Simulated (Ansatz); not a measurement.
# MgIn2Br2: reading a single point

```
CELL_PARAMETERS angstrom
4.37745 0.00000 0.00000
-2.18873 3.79099 0.00000
0.00000 0.00000 7.54031
ATOMIC_POSITIONS crystal
In 0.33333 0.66667 0.37730
In 0.66667 0.33333 0.62270
Br 0.33333 0.66667 0.73460
Br 0.66667 0.33333 0.26540
Mg 0.00000 0.00000 0.00000
```

Single point in Ansatz 0.2.0 with r2SCAN, no spin polarisation. Cutoff 500 eV, PAW datasets, 9×9×5 Γ-centred k mesh, fermi-dirac filling (width 0.1 eV).

Q: Is the cell too large or too small?

A: The pressure is 21.6 GPa (compression positive), so with the atoms held at these fractions the cell would first expand; the forces are large, so a full relaxation may end otherwise. The principal stresses 20.9, 20.9, 23.0 GPa differ, so its shape would change too.

Q: What do density and ELF say about some of the short contacts?

A: In–Br at 2.66 Å: least valence density 0.34 e/Å³ and ELF 0.24 there. In–In at 3.13 Å: least valence density 0.17 e/Å³ and ELF 0.22 there. Mg–Br at 3.22 Å: least valence density 0.09 e/Å³ and ELF 0.32 there. These are pseudo-fields; inside the PAW spheres they differ from the all-electron ones.

Q: Where is the largest force?

A: The largest is on Br3 (and as large on other atoms): 4.35 eV/Å, components (0.00, 0.00, 4.35). It makes 108° with the line to a nearest neighbour, In2 at 2.66 Å.

Q: What is the formation energy?

A: 0.66 eV an atom against the elements' usual phases (free molecules for gases, crystals otherwise, with no correction for O₂ or N₂), so at this geometry it isn't bound against them. Relaxing would lower it.

Q: Metal or insulator?

A: It is a metal, with about 0.96 states/eV a cell as the mean within 0.25 eV of the Fermi level, mostly Mg s (32 %), In p (25 %) and Br p (18 %).

Origin: a known structure type with other elements, at an estimated volume, so it need not be a known compound. Caveats: atoms or cell far from equilibrium.
